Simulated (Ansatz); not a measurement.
LiFeP in space group P4/nmm (No. 129; Li on 2c, Fe on 2a, P on 2c), plane-wave PAW r²SCAN (Ansatz code), all energies at zero smearing, with the estimated change up to a 700 eV cutoff added, with one set of potentials and settings (totals compare only within such a set). Cell of 6 atoms (2 Li, 2 Fe, 2 P): -10903.633 eV.

```
element                             reference phase  E (eV/atom)
-------  ------------------------------------------  -----------
Li                       Fm-3m, 1 atoms in the cell    -205.1371
Fe       Im-3m, 1 atoms in the cell, spin-polarised   -4485.8961
P                         Cmce, 4 atoms in the cell    -759.1646
```

Formation energy per atom, worked out: (-10903.633 − 2×(-205.1371) − 2×(-4485.8961) − 2×(-759.1646))/6 = -0.540 eV/atom (-52 kJ per mol of atoms), at 0 K, without zero-point energy or fitted corrections.

The workflow started from a Materials Project entry (that database holds measured and hypothetical structures alike); the Crystallography Open Database files this formula in space group No. 129, but the cells were not matched. Whether it is the stable phase at ambient conditions was not checked. The r²SCAN relaxation kept the symmetry of its start; its stability against distortions is not shown here. The run is not spin-polarised. The references are the lowest solids computed at this level, not always the standard phases.

Potentials: the later of the program's two PAW sets.
